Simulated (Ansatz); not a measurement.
## Structure map: energy, volume and gap of polymorphs

A comparison from first-principles data. Relaxing one composition in several structure types shows which are competitive, which pressure would favour, and how volume and gap change with structure.

The yardstick is TaGe2, MoSi2 or CaC2 type. The reference is the lowest phase computed, which need not be the stable form in nature.

**Data**

Computed with Ansatz, a plane-wave PAW program. energy: PBE, total energy at 0 K with the change to a 700 eV cutoff added (comparable within one formula alone); volume per atom: PBE, relaxed cell; gap: PBE; bulk modulus: PBE, equation-of-state fit.

The figures follow from the printed values by these rules: ΔE = E − E_ref; ΔV = V − V_ref; temperature scale ΔE/k_B = 11.605 K/meV × ΔE.

| crystal | E (eV/atom) | V (Å³/atom) | gap (eV) | B₀ (GPa) | ΔE (meV/atom) | ΔV (Å³/atom) | ΔE/k_B (K) |
|---|---|---|---|---|---|---|---|
| TaGe2, MoSi2 or CaC2 type, reference | −6174.253 | 16.46 | 0.00 | 147 | 0.0 | 0.00 | 0 |
| TaGe2, AlB2 type, P6/mmm | −6173.838 | 17.22 | 0.00 | 118 | 415.0 | 0.76 | 4800 |
| TaGe2, Al2Cu type, I4/mcm | −6174.073 | 18.31 | 0.00 | 123 | 180 | 1.85 | 2100 |
| TaGe2, fluorite | −6173.608 | 20.59 | 0.00 | 98.1 | 645.0 | 4.13 | 7500 |

Started from generated or typed cells, with no claim that the phase is known: TaGe2, MoSi2 or CaC2 type; TaGe2, AlB2 type, P6/mmm; TaGe2, Al2Cu type, I4/mcm; TaGe2, fluorite. Dynamically unstable, with imaginary phonons beyond 50i cm⁻¹ at the level named: TaGe2, AlB2 type, P6/mmm (LDA). No gap (0.00) means none at this level, which can close a small real gap. Spin–orbit coupling is left out unless named.

**Worked example**

The steps for TaGe2, Al2Cu type, I4/mcm:

- ΔE = 1000 × (−6174.073 − (−6174.253)) = 180 meV/atom
- ΔV = 18.31 − 16.46 = 1.85 Å³/atom
- ΔE/k_B: 11.605 × 180 = 2100 K

**Result**

By ΔE (lowest first): TaGe2, MoSi2 or CaC2 type (0.0 ± 5.0), TaGe2, Al2Cu type, I4/mcm (180 ± 5.0), TaGe2, AlB2 type, P6/mmm (415.0 ± 5.0), TaGe2, fluorite (645.0 ± 5.0). The ± follows from allowances picked for this note (energy 0.004 eV/atom, 3 meV/atom on the figure itself), carried to first order and added in quadrature, each row's own inputs moving alone; ≈ joins neighbours closer than their two ± added in quadrature.

Wanted are low ΔE and low volume per atom; no other row betters these on both counts: TaGe2, MoSi2 or CaC2 type (0.0, 16.46). The reference is on the front.

No row is clearly denser than the reference, so pressure favours none of them.

**Caveats**

Vibrational free energy is left out, and phases that were not computed could lie lower. Rows are a sample of the computed phases of this formula. Limits of the draw: a spread of over 30 meV/atom, none over 0.9 eV/atom above the reference, within 8 meV/atom of the lowest or within 3 meV/atom of a neighbour. As a rule kept out of such tables: 4f compounds, open-shell compounds run without a Hubbard term, cells close to a higher symmetry, and runs set to a pressure or over 12 % in volume from the crystal's fullest run.
